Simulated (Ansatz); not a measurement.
Sb₂S₃:
```
Sb2S3
1.0
   11.03397     0.00000     0.00000
    0.00000     3.81140     0.00000
    0.00000     0.00000    10.79968
Sb S
8 12
Cartesian
 10.80486   0.95285   1.88276
  5.28788   0.95285   3.51708
  0.22911   2.85855   8.91692
  5.74609   2.85855   7.28260
  7.23835   0.95285  10.44589
  1.72137   0.95285   5.75363
  3.79562   2.85855   0.35379
  9.31260   2.85855   5.04605
  3.17440   0.95285   2.08532
  8.69139   0.95285   3.31452
  7.85957   2.85855   8.71436
  2.34258   2.85855   7.48516
  4.96626   0.95285   9.42633
 10.48324   0.95285   6.77320
  6.06771   2.85855   1.37335
  0.55073   2.85855   4.02649
  6.90280   0.95285   6.02943
  1.38582   0.95285  10.17009
  4.13117   2.85855   4.77025
  9.64815   2.85855   0.62959
```

This is the LDA-relaxed structure. x, y and z are the axes in which the lattice vectors are written.

Q: All from the program Ansatz at the LDA level (PAW), unless another level is named. Predict the bulk modulus (Birch–Murnaghan fit).

A: 34.1 GPa.

Q: Next, the elastic constants (relaxed ions, GPa)?

A: C11 = 45.2, C22 = 104, C33 = 68.3, C12 = 22.2, C13 = 18.5, C23 = 33.6, C44 = 35.6, C55 = 18.8, C66 = 11.4.

Space group Pnma. Symmetry was held in the LDA relaxation; of distortions, only those at the zone centre were tested. A crystal of weakly bound chains computed without a dispersion correction: the cell and the soft elastic constants depend strongly on that. Spin–orbit coupling is left out wherever it is not named.

Potentials: the later of the program's two PAW sets.
